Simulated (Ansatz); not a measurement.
**PbTe₂ (CdCl2-type structure)**

Computed with Ansatz (plane waves, PAW, 420 eV cutoff): PBE, scalar-relativistic, no spin polarisation, 10×10×10 k-mesh, Gaussian smearing of 0.05 eV; PAW files: Ansatz's generated set soft_2.

```xyz
3
Lattice="2.1733 1.2547 6.2378 -2.1733 1.2547 6.2378 0.0000 -2.5095 6.2378" Properties=species:S:1:pos:R:3 pbc="T T T"
Pb    0.0000    0.0000    0.0000
Te    0.0000    0.0000    4.2712
Te    0.0000    0.0000   14.4422
```

The cell came from substitution into a structure type; no database entry of this phase was matched, which doesn't show that none exists.

The cell is relaxed to zero pressure at this level.

The cell has space group R-3m (read at 0.01 Å). In it the stress is 0.00, 0.00, 0.00, 0.00, 0.00, 0.00 GPa and the largest force component 0.000 eV/Å. Each change below starts from this cell, without further relaxation. Stress is in GPa, positive in compression, in the order xx, yy, zz, yz, xz, xy; energies are counted from the cell above and are free energies with the smearing's entropy, which match forces and stress in a metal.

What happens when atom 1 (Pb) is moved by 0.12 Å along y?

The energy changes by 15.5 meV per cell, and the force on it along the shift is -0.260 eV/Å (−F/u = 2.17 eV/Å²). Stress: 0.07, 0.14, 0.14, -0.14, 0.00, 0.00.
| atom | Fx (eV/Å) | Fy | Fz |
| --- | --- | --- | --- |
| Pb1 | 0.000 | -0.260 | 0.005 |
| Te2 | 0.000 | 0.149 | -0.026 |
| Te3 | 0.000 | 0.112 | 0.021 |
In a harmonic crystal the energy would rise by −½F·u = ½ × 2.17 × 0.12² eV = 15.6 meV, which matches.

What happens when atom 1 (Pb) is moved by 0.12 Å along z?

The energy changes by 32.7 meV per cell, and the force on it along the shift is -0.547 eV/Å (−F/u = 4.56 eV/Å²). Stress: 0.20, 0.20, 0.19, 0.00, 0.00, 0.00.
```tsv
atom	Fx (eV/Å)	Fy	Fz
Pb1	0.000	0.000	-0.547
Te2	0.000	0.000	0.240
Te3	0.000	0.000	0.307
```
In a harmonic crystal the energy would rise by −½F·u = ½ × 4.56 × 0.12² eV = 32.8 meV, which matches.

What stress follows from an engineering strain of 1 % in xy, atoms carried along?

0.01, 0.00, 0.00, 0.00, -0.18, -0.10 GPa; the energy changes by 0.3 meV per cell.
```tsv
atom	Fx (eV/Å)	Fy	Fz
Pb1	0.000	0.000	0.000
Te2	0.012	-0.001	-0.001
Te3	-0.012	0.001	0.001
```
The change of the stress over the strain gives a clamped-atom stiffness of about 10.1 GPa for this component.

What stress follows from an engineering strain of 1 % in xz, atoms carried along?

0.01, 0.01, 0.00, 0.00, -0.12, -0.18 GPa; the energy changes by 0.4 meV per cell.
| atom | Fx (eV/Å) | Fy | Fz |
| --- | --- | --- | --- |
| Pb1 | 0.000 | 0.000 | 0.000 |
| Te2 | 0.043 | 0.001 | 0.000 |
| Te3 | -0.043 | -0.001 | 0.000 |
The change of the stress over the strain gives a clamped-atom stiffness of about 12.2 GPa for this component.

All atoms and the cell are disturbed at random:
```
CELL_PARAMETERS angstrom
2.11419 1.27715 6.15731
-2.21685 1.29181 6.19013
-0.03864 -2.52446 6.16477
ATOMIC_POSITIONS crystal
Pb 0.98054 0.95669 0.06512
Te 0.22833 0.24249 0.19243
Te 0.79114 0.80083 0.74245
```
Give the energy change, the stress and the forces.

201.7 meV per cell; stress 0.51, 1.32, 1.68, -1.08, -0.27, 0.15 GPa.
```
atom  Fx (eV/Å)      Fy      Fz
 Pb1     -0.066   0.624  -0.218
 Te2      0.022  -0.171   0.614
 Te3      0.043  -0.453  -0.396
```

All atoms and the cell are disturbed at random:
```xyz
3
Lattice="2.2373 1.3317 6.2568 -2.1475 1.3281 6.2262 0.0418 -2.5317 6.2157" Properties=species:S:1:pos:R:3 pbc="T T T"
Pb    0.1146    0.1569   -0.1322
Te   -0.0116    0.1008    4.2884
Te    0.0286   -0.1296   14.5424
```
Give the energy change, the stress and the forces.

120.5 meV per cell; stress -0.50, 0.32, 0.04, 0.59, 0.12, -0.56 GPa.
```
atom  Fx (eV/Å)      Fy      Fz
 Pb1     -0.345  -0.176   0.675
 Te2      0.283   0.221  -0.265
 Te3      0.062  -0.045  -0.409
```

These numbers lack spin–orbit coupling. The structure is layered, and this functional has no dispersion term, so the layers' spacing is poorly fixed, often too long, and so is what hangs on it.
